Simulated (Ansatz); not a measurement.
## BaY: levels along high-symmetry lines

```yaml
crystal:
  lattice:
    - [3.85318, 0.00000, 0.00000]
    - [0.00000, 3.85318, 0.00000]
    - [0.00000, 0.00000, 5.77946]
  atoms:
    - { symbol: Ba, position: [0.00000, 0.00000, 0.00000] }
    - { symbol: Y, position: [0.50000, 0.50000, 0.50000] }
```

Atoms are numbered in the order listed.

Conventional cell: a = 3.853 Å, b = 3.853 Å, c = 5.779 Å, α = 90.00°, β = 90.00°, γ = 90.00°. Ba (atom 1) has 4 Ba at 3.85 Å and 8 Y at 3.97 Å as nearest neighbours. Y (atom 2) has 4 Y at 3.85 Å and 8 Ba at 3.97 Å as nearest neighbours.

The cell was built from the L10 type and relaxed in the same program, and has space group P4/mmm; it needn't be a known or the stable phase.

Spin polarisation is left out, and whether a magnetic state lies lower isn't shown here.

These are results of DFT, PBE, all-electron LAPW, Dirac equation with spin-orbit coupling in Ansatz 0.2.0, not measurements.

Settings: a Γ-centred 11×11×8 k mesh, Fermi–Dirac smearing of 0.03 eV, basis error target 0.25 meV/atom, no spin polarisation.

Points in fractions of the reciprocal vectors of this cell: Γ (0, 0, 0), X (0, 0.5, 0), M (0.5, 0.5, 0), Z (0, 0, 0.5), R (0, 0.5, 0.5), A (0.5, 0.5, 0.5). The path joins them by straight lines in the order Γ–X–M–Γ–Z–R–A–Z–X; legs that retrace an earlier one aren't tabulated. Energies are in eV from the Fermi level.

Question: Metal or insulator at this level of theory?

Answer: No gap opens: metallic or semimetallic.

Question: Tabulate bands 44 to 51, counted from the lowest band of the run, along the path.

Answer: 
| k (1/Å) | point | band 44 | band 45 | band 46 | band 47 | band 48 | band 49 | band 50 | band 51 |
| --- | --- | --- | --- | --- | --- | --- | --- | --- | --- |
| 0.00 | Γ | -3.70 | -1.22 | -1.22 | -0.49 | -0.49 | 1.64 | 1.64 | 1.74 |
| 0.16 |  | -3.54 | -1.08 | -1.08 | -0.39 | -0.39 | 1.57 | 1.57 | 1.75 |
| 0.33 |  | -3.12 | -0.73 | -0.73 | -0.14 | -0.14 | 1.15 | 1.15 | 1.34 |
| 0.49 |  | -2.49 | -0.32 | -0.32 | 0.05 | 0.05 | 0.70 | 0.70 | 0.90 |
| 0.65 |  | -1.73 | -0.33 | -0.33 | 0.29 | 0.29 | 0.36 | 0.36 | 0.62 |
| 0.82 | X | -1.04 | -0.85 | -0.85 | 0.24 | 0.24 | 0.51 | 0.51 | 0.64 |
| 0.98 |  | -0.94 | -0.81 | -0.81 | 0.13 | 0.13 | 0.39 | 0.39 | 0.47 |
| 1.14 |  | -0.85 | -0.80 | -0.80 | -0.10 | -0.10 | 0.11 | 0.11 | 0.37 |
| 1.30 |  | -1.12 | -0.91 | -0.91 | -0.35 | -0.35 | -0.24 | -0.24 | 0.92 |
| 1.47 |  | -1.42 | -1.02 | -1.02 | -0.53 | -0.53 | -0.50 | -0.50 | 1.75 |
| 1.63 | M | -1.54 | -1.07 | -1.07 | -0.60 | -0.60 | -0.59 | -0.59 | 2.24 |
| 1.86 |  | -1.36 | -0.97 | -0.97 | -0.44 | -0.44 | -0.42 | -0.42 | 1.65 |
| 2.09 |  | -1.64 | -0.48 | -0.48 | 0.00 | 0.00 | 0.07 | 0.07 | 0.96 |
| 2.32 |  | -2.59 | -0.37 | -0.37 | 0.23 | 0.23 | 0.67 | 0.67 | 0.81 |
| 2.55 |  | -3.39 | -0.94 | -0.94 | -0.30 | -0.30 | 1.40 | 1.40 | 1.60 |
| 2.78 | Γ | -3.70 | -1.22 | -1.22 | -0.49 | -0.49 | 1.64 | 1.64 | 1.74 |
| 2.89 |  | -3.62 | -1.21 | -1.21 | -0.46 | -0.46 | 1.57 | 1.57 | 1.77 |
| 3.00 |  | -3.41 | -1.21 | -1.21 | -0.37 | -0.37 | 1.36 | 1.36 | 1.50 |
| 3.11 |  | -3.08 | -1.29 | -1.29 | -0.24 | -0.24 | 1.09 | 1.09 | 1.17 |
| 3.22 |  | -2.69 | -1.51 | -1.51 | -0.08 | -0.08 | 0.84 | 0.84 | 1.04 |
| 3.33 | Z | -2.46 | -1.69 | -1.69 | 0.00 | 0.00 | 0.72 | 0.72 | 1.04 |
| 3.49 |  | -2.37 | -1.55 | -1.55 | 0.03 | 0.03 | 0.81 | 0.81 | 0.96 |
| 3.65 |  | -2.16 | -1.23 | -1.23 | 0.09 | 0.09 | 0.85 | 0.85 | 1.01 |
| 3.82 |  | -1.98 | -1.00 | -1.00 | 0.21 | 0.21 | 0.89 | 0.89 | 1.18 |
| 3.98 |  | -1.94 | -0.93 | -0.93 | 0.48 | 0.48 | 0.97 | 0.97 | 1.46 |
| 4.14 | R | -1.95 | -0.93 | -0.93 | 0.67 | 0.67 | 0.98 | 0.98 | 1.65 |
| 4.31 |  | -1.80 | -0.77 | -0.77 | 0.54 | 0.54 | 1.08 | 1.08 | 1.24 |
| 4.47 |  | -1.40 | -0.37 | -0.37 | 0.26 | 0.26 | 0.51 | 0.51 | 1.16 |
| 4.63 |  | -0.81 | -0.14 | -0.14 | -0.04 | -0.04 | 0.12 | 0.12 | 0.74 |
| 4.79 |  | -0.56 | -0.24 | -0.24 | -0.12 | -0.12 | 0.43 | 0.43 | 0.51 |
| 4.96 | A | -0.71 | -0.31 | -0.31 | 0.29 | 0.29 | 0.34 | 0.34 | 0.65 |
| 5.19 |  | -0.42 | -0.38 | -0.38 | -0.05 | -0.05 | 0.32 | 0.32 | 0.46 |
| 5.42 |  | -1.11 | -0.10 | -0.10 | 0.29 | 0.29 | 0.35 | 0.35 | 0.42 |
| 5.65 |  | -1.78 | -0.71 | -0.71 | 0.18 | 0.18 | 0.67 | 0.67 | 1.03 |
| 5.88 |  | -2.28 | -1.39 | -1.39 | 0.06 | 0.06 | 0.86 | 0.86 | 0.90 |
| 6.11 | Z | -2.46 | -1.69 | -1.69 | 0.00 | 0.00 | 0.72 | 0.72 | 1.04 |
| 6.31 |  | -2.59 | -1.37 | -1.37 | -0.04 | -0.04 | 0.89 | 0.89 | 0.95 |
| 6.50 |  | -2.62 | -0.84 | -0.84 | -0.01 | -0.01 | 0.78 | 0.78 | 1.10 |
| 6.70 |  | -2.35 | -0.49 | -0.49 | 0.05 | 0.05 | 0.75 | 0.75 | 0.97 |
| 6.89 |  | -1.75 | -0.46 | -0.46 | 0.29 | 0.29 | 0.54 | 0.54 | 0.66 |
| 7.09 | X | -1.04 | -0.85 | -0.85 | 0.24 | 0.24 | 0.51 | 0.51 | 0.64 |
